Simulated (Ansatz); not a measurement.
## What DFT gives for BaZnPF

```
Ba Zn P F
1.0
     4.21014    0.00000    0.00000
     0.00000    4.21014    0.00000
     0.00000    0.00000    9.57984
Ba Zn P F
2 2 2 2
Direct
  0.25000 0.25000 0.33177
  0.75000 0.75000 0.66823
  0.25000 0.75000 0.00000
  0.75000 0.25000 0.00000
  0.75000 0.75000 0.14910
  0.25000 0.25000 0.85090
  0.25000 0.75000 0.50000
  0.75000 0.25000 0.50000
```

The numbers come from plane-wave PAW DFT (Ansatz): PBE, no spin polarisation, 420 eV, 8×8×4 Γ-centred k points, fermi-dirac occupations (width 0.1 eV). Nothing was relaxed.

(1) Is the cell too large or too small?

(2) Is there a gap, and of what kind?

(3) Which atom feels the largest force, and which way?

(4) Which element gives electrons and which takes them?

Origin: a database entry at a rescaled volume.

Results:

(1) The pressure is -1.4 GPa (compression positive), so with the atoms held at these fractions the cell would first shrink.

(2) The gap is 0.44 eV, direct at the points sampled. A semilocal functional usually gives too small a gap.

(3) The largest is on P5 (and as large on other atoms): 0.15 eV/Å, components (0.00, 0.00, -0.15). It makes 56° with the line to a nearest neighbour, Zn3 at 2.54 Å.

(4) Bader charges in e: Ba +1.53, Zn +0.54, P -1.23, F -0.84. In the mean Ba gives up most and P takes most.
